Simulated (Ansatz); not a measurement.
Steps from a short run of molecular dynamics on a 2×2×1 supercell (12 atoms) of SnSe2 (P-3m1), relaxed with r2SCAN+rVV10; forces from r2SCAN in the PAW code Ansatz, 3×3×2 mesh, Fermi-Dirac smearing of 0.086 eV, constant energy and volume (NVE), started at 1000 K. Spin polarisation is off, nuclei are classical, and the run is far too short for thermal averages.

Cell vectors in Å:
```
 7.6503  0.0000  0.0000
-3.8252  6.6254  0.0000
 0.0000  0.0000  6.2271
```

Q: At 4 fs positions (Å), velocities (Å/fs) and forces (eV/Å) are
```
Sn -0.0006  0.0112 -0.0031   -0.0001  0.0028 -0.0008    0.0969 -0.1051  0.0604
Se  0.0235  2.2058  1.5966    0.0058 -0.0007  0.0051   -0.1672  0.0020 -0.1886
Se  1.9211  1.1030  4.6515    0.0021 -0.0003  0.0001   -0.0335  0.0417  0.0332
Sn -1.9080  3.2969 -0.0006    0.0011 -0.0039 -0.0001   -0.1187  0.1086  0.1415
Se -1.8914  5.5419  1.5635    0.0053  0.0052 -0.0031   -0.1705 -0.1939  0.0087
Se -0.0006  4.4129  4.6567   -0.0002 -0.0010  0.0014   -0.0654 -0.0057 -0.0633
Sn  3.8284 -0.0034  0.0044    0.0008 -0.0008  0.0011   -0.0513  0.0901 -0.0352
Se  3.8035  2.1985  1.5829   -0.0054 -0.0025  0.0017    0.1587  0.1114 -0.1471
Se  5.7440  1.0944  4.6527    0.0015 -0.0025  0.0004   -0.0240  0.0449  0.0123
Sn  1.9002  3.3335 -0.0068   -0.0031  0.0052 -0.0017    0.1442 -0.2129 -0.0052
Se  1.8963  5.5042  1.5789   -0.0041 -0.0042  0.0007    0.1330  0.1328 -0.0238
Se  3.8122  4.4216  4.6347   -0.0032  0.0012 -0.0041    0.0978 -0.0138  0.2071
```
Where are the atoms one step (2 fs) later, and what forces do they feel?

A:
```
Sn -0.0009  0.0168 -0.0047    0.1487 -0.1552  0.0895
Se  0.0351  2.2044  1.6069   -0.2473  0.0017 -0.2630
Se  1.9253  1.1024  4.6517   -0.0504  0.0621  0.0307
Sn -1.9058  3.2890 -0.0009   -0.1729  0.1615  0.2093
Se -1.8809  5.5522  1.5573   -0.2602 -0.2903  0.0393
Se -0.0010  4.4109  4.6594   -0.1010 -0.0072 -0.1156
Sn  3.8300 -0.0051  0.0066   -0.0703  0.1374 -0.0580
Se  3.7928  2.1936  1.5863    0.2357  0.1640 -0.1980
Se  5.7470  1.0895  4.6535   -0.0378  0.0668 -0.0017
Sn  1.8941  3.3437 -0.0103    0.2173 -0.3212 -0.0073
Se  1.8882  5.4958  1.5804    0.1960  0.1994 -0.0122
Se  3.8058  4.4239  4.6266    0.1423 -0.0192  0.2869
```
The temperature goes from 984.9 to 966.7 K.

Q: At 20 fs the positions in Å are
```
Sn   0.000   0.053  -0.014
Se   0.111   2.195   1.673
Se   1.954   1.100   4.653
Sn  -1.893   3.236   0.000
Se  -1.814   5.618   1.516
Se  -0.006   4.397   4.676
Sn   3.840  -0.015   0.021
Se   3.723   2.163   1.606
Se   5.768   1.057   4.659
Sn   1.854   3.411  -0.034
Se   1.836   5.442   1.591
Se   3.764   4.440   4.576
```
What are the forces, and how far does the free energy (smearing included) lie above that of step 0, with the atoms on their sites?

A: 37.5 meV an atom; forces in eV/Å:
```
Sn   0.520  -0.455   0.271
Se  -0.721  -0.015  -0.722
Se  -0.162   0.189  -0.006
Sn  -0.450   0.493   0.592
Se  -0.929  -0.919   0.386
Se  -0.386   0.011  -0.489
Sn  -0.060   0.472  -0.312
Se   0.700   0.462  -0.450
Se  -0.158   0.207  -0.123
Sn   0.714  -1.049  -0.012
Se   0.556   0.641   0.137
Se   0.376  -0.037   0.727
```
